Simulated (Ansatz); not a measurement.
BeS:
```
CELL_PARAMETERS angstrom
      0.00000     2.43804     2.43804
      2.43804     0.00000     2.43804
      2.43804     2.43804     0.00000
ATOMIC_POSITIONS crystal
  Be 0.50000 0.50000 0.50000
  S  0.25000 0.25000 0.25000
```

Relaxed with PBE. Special points in fractions of this cell's reciprocal vectors: Γ (0.000, 0.000, 0.000); X (0.500, 0.000, 0.500); U (0.625, 0.250, 0.625); K (0.375, 0.375, 0.750); L (0.500, 0.500, 0.500); W (0.500, 0.250, 0.750).

### Question
List the band energies nearest the valence-band maximum at these points for PBE (plane waves, PAW; program Ansatz).

### Answer
In eV from the valence-band maximum; about four levels below and three above (degenerate sets whole), none deeper than 8.9 eV; points with the same levels are listed once.

| k | below | above |
|---|---|---|
| Γ | 0.00 0.00 0.00 | 5.66 5.66 5.66 |
| X | -4.94 -2.59 -2.59 | 3.15 4.91 12.60 12.60 |
| U | -4.48 -4.01 -2.14 | 4.37 7.46 10.44 |
| L | -5.68 -1.01 -1.01 | 5.41 6.54 6.54 |
| W | -4.19 -3.78 -3.27 | 6.45 8.07 8.37 |

Space group F-43m (zinc blende). Symmetry was held in the PBE relaxation; phonons on a q-mesh show no instability. The volume moved by 29 % from the start of the relaxation.

Potentials: the later of the program's two PAW sets.
